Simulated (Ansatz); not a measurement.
Here is the system:

TiBe$_{2}$:
```yaml
crystal:
  lattice:
    - [0.00000, 3.18996, 3.18996]
    - [3.18996, 0.00000, 3.18996]
    - [3.18996, 3.18996, 0.00000]
  atoms:
    - { symbol: Ti, position: [0.75000, 0.75000, 0.75000] }
    - { symbol: Ti, position: [0.50000, 0.50000, 0.50000] }
    - { symbol: Be, position: [0.12500, 0.62500, 0.12500] }
    - { symbol: Be, position: [0.12500, 0.12500, 0.12500] }
    - { symbol: Be, position: [0.62500, 0.12500, 0.12500] }
    - { symbol: Be, position: [0.12500, 0.12500, 0.62500] }
```
The run is spin-polarised; directions of the spins, atom by atom: ↑ ↑ 0 0 0 0.

This is the PBEsol-relaxed structure.

**Question.** All from PBEsol in the plane-wave PAW code Ansatz, unless another level is named. Predict the formation energy from the elements (no fitted shifts).

**Answer.** -0.19 eV/atom.

**Question.** And the density of states at the Fermi level?

**Answer.** 0.48 states/eV per atom (mean over ±0.08 eV).

Space group Fd-3m (cubic Laves (MgCu2 type)). The workflow started from a Materials Project entry (that database holds measured and hypothetical structures alike); the Crystallography Open Database copy checked does not list it. Its standing as an ambient phase is unchecked. The PBEsol relaxation kept the symmetry of its start; its stability against distortions is not shown here. The final state is ferromagnetic, chosen from 4 collinear starts compared on coarse meshes (ties went to the first, and starts can fall back to one state), not a proven ground state. The references are the lowest solids computed at this level, not always the standard phases.

Potentials: the later of the program's two PAW sets.
